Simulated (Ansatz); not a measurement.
input.yaml (Ansatz 0.2.0):

```yaml
crystal:
  lattice:
    - [-2.6585376094, 2.6825114886, 3.6722595201]
    - [2.6585376094, -2.6825114886, 3.6722595201]
    - [2.6585376094, 2.6825114886, -3.6722595201]
  atoms:
    - { symbol: Al, position: [0.0, 0.5, 0.5] }
    - { symbol: Al, position: [0.5, 0.5, 0.0] }
    - { symbol: Cu, position: [0.5, 0.0, 0.0] }
    - { symbol: Cu, position: [0.5, 0.5, 0.5] }
    - { symbol: Lu, position: [0.12754653, 0.87754653, 0.25] }
    - { symbol: Lu, position: [0.87245347, 0.12245347, 0.75] }
basis:
  ecutwfc: 420
  ecutrho_ratio: 4
kpoints:
  mp_grid: { grid: [6, 6, 6] }
hamiltonian:
  xc: pbesol
scf:
  occupations: { method: gaussian, width: 0.05 }
output:
  forces: true
  stress: true
  eigenvalues: true
relax:
  f_tol: 0.01
  max_steps: 60
  cell: { stress_tol: 0.04 }
```

Launched as:
```sh
ansatz run input.yaml --threads 8 --pin off --max-ram 12288MiB --backend cpu --events-out ev --progress --plain --runs-dir out
```

The chain of runs began from a structure of the Materials Project database, expanded in volume; all values here are this work's own. Such entries can be computed or ordered models and not known phases.

Output, machine lines left out:

```
Pseudopotentials: kind: paw
Pseudopotential: Al, paw, valence charge 3, recommended cutoff 420 eV (normal), Al.paw.azcp
Pseudopotential: Cu, paw, valence charge 19, recommended cutoff 420 eV (normal), Cu.paw.azcp
Pseudopotential: Lu, paw, valence charge 25, recommended cutoff 420 eV (normal), Lu.paw.azcp
Crystal: 6 atoms, lattice volume = 104.756 Å³
Basis set: ecut = 420 eV, 2057 PW (Γ), exchange–correlation on 72×72×72 points (8 copies of the dense FFT grid, shifted against one another)
Bands: 57, of which v1, the nominal top of the filled ones, is band 47 counted from 1 (46 counted from 0)
Symmetry: 8 space group operations
Space group: Imma (ITA 74), of the structure as read, at distance tolerance 4.7e-5 Å
k-points: 46 of 216
Initial density: superposition of atomic densities (neutral atoms: chi_scale 0, normalization atom), corrected by the library's trained network
Initial wavefunctions: pseudopotential atomic-orbital guess
Functional: x = pbesol(κ = 0.804, μ = 0.12346), c = pbesol(β = 0.046)
```

SCF trace (energy estimate counted from the last row; the run made several SCF loops, for ionic steps, more bands or searches for a lower state, numbered loop.iteration):
```tsv
iteration	ΔE (eV)	density residual (eV)
1.1	0.006	9.82e-2
1.2	0.021	5.07e-3
1.3	0.022	2.88e-3
1.4	0.022	1.11e-3
1.5	0.023	8.20e-5
1.6	0.023	6.85e-5
1.7	0.023	4.73e-6
1.8	0.023	7.02e-7
1.9	0.023	8.76e-9
2.1	-0.041	3.10e-1
2.2	-0.008	3.51e-2
2.3	-1.7e-03	1.26e-2
2.4	-1.8e-04	1.16e-3
…	…	…
6.4	0.000	1.09e-8
6.5	0.000	5.96e-10
6.6	0.000	4.89e-11
6.7	0.000	2.20e-12
```

```
SCF converged after 7 iterations
Free energy (F): -43451.994030 eV
E sigma→0 (E₀):  -43451.991082 eV
Entropy (-TS):   -0.005896 eV (-0.983 meV/atom)
Fermi energy:    14.321798 eV
--- Forces (eV/Å), atoms counted from 1 ---
  atom   1  Al     0.00000000     0.00000000     0.00000000
  atom   2  Al     0.00000000     0.00000000     0.00000000
  atom   3  Cu     0.00000000     0.00000000     0.00000000
  atom   4  Cu     0.00000000     0.00000000     0.00000000
  atom   5  Lu     0.00000000     0.00000000     0.00136279
  atom   6  Lu     0.00000000     0.00000000    -0.00136279
--- Stress (GPa, compression-positive) ---
       -0.013241       0.000000       0.000000
        0.000000      -0.003115       0.000000
        0.000000       0.000000      -0.008039
  P = ⅓ Tr σ = -0.0081 GPa (-0.081 kbar)
--- Relaxed structure (5 steps of the walk, 5 accepted, 1 SCFs on fresh bases) ---
  F+E_penalty+E_count = -43451.99402958 eV   max|allowed force component| = 1.363e-3 eV/Å   (the final SCF, on the basis selected at the relaxed cell)
  cell:  # Å, volume = 102.0906 Å³
    - [-2.62655, 2.67634, 3.63077]
    - [2.62655, -2.67634, 3.63077]
    - [2.62655, 2.67634, -3.63077]
  atoms:
    - { symbol: Al, position: [0.00000, 0.5, 0.5] }
    - { symbol: Al, position: [0.50000, 0.50000, 0.00000] }
    - { symbol: Cu, position: [0.5, 0.00000, 0.0] }
    - { symbol: Cu, position: [0.5, 0.5, 0.5] }
    - { symbol: Lu, position: [0.12828, 0.87828, 0.25000] }
    - { symbol: Lu, position: [0.87172, 0.12172, 0.75] }
```

In short (PBEsol): final volume 17.02 Å³/atom, energy lowered by 3.8 meV/atom, pressure 0.0 GPa, gap on the mesh zero (metallic).

It took roughly 5 core-minutes on a shared host.

Spin–orbit coupling, which matters for such heavy elements, is left out.
